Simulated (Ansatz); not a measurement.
Given:

Starting cell, TiB₂ (AlB2 type, space group P6/mmm):

```yaml
crystal:
  lattice:
    - [6.06368, 0.00000, 0.00000]
    - [-1.51592, 2.62565, 0.00000]
    - [3.03184, 0.00000, 3.22428]
  atoms:
    - { symbol: Ti, position: [0.00000, 0.00000, 0.00000] }
    - { symbol: Ti, position: [0.50000, 0.00000, 0.00000] }
    - { symbol: B, position: [0.91667, 0.66667, 0.50000] }
    - { symbol: B, position: [0.41667, 0.66667, 0.50000] }
    - { symbol: B, position: [0.08333, 0.33333, 0.50000] }
    - { symbol: B, position: [0.58333, 0.33333, 0.50000] }
```

The atoms are displaced by Q × the pattern below (from a DFPT mode at L = (0.5, 0.0, 0.5), largest move 1; Q in Å), at fixed cell. (q is in reciprocal vectors of the primitive cell; the cell shown is doubled to hold the pattern.)

```
atom      x      y       z
----  -----  -----  ------
B3    0.000  0.000   1.000
B4    0.000  0.000  -1.000
B5    0.000  0.000  -1.000
B6    0.000  0.000   1.000
```

Atoms not listed stay in place.

These are PBE (plane waves to 420 eV, PAW, scalar-relativistic; Ansatz, a first-principles code) values and carry that method's errors. k mesh 18×18×18 (Γ-centred), Fermi-Dirac smearing 0.05 eV. Energies are smeared free energies. With partly filled bands, energies and forces of such displacements shift with the k mesh and the smearing. The PAW data are Ansatz's earlier set. TiB2 is run without spin polarisation. TiB2 was relaxed with its symmetry unable to fall. The zero of ΔE is the undisplaced structure.

The scan covers Q from -0.100 to 0.100 Å in 13 points.

Q: Which space group does the distorted structure have?

A: Immm (No. 71), lowered from P6/mmm.

Q: What is the energy change at Q = 0.100 Å?

A: 279 meV/cell.

Q: What harmonic wavenumber does the curvature at Q = 0 give?

A: 592 cm⁻¹.

(For displaced atoms, the force is minus the slope of the energy, and its curvature is a force constant, which sets phonon frequencies.)
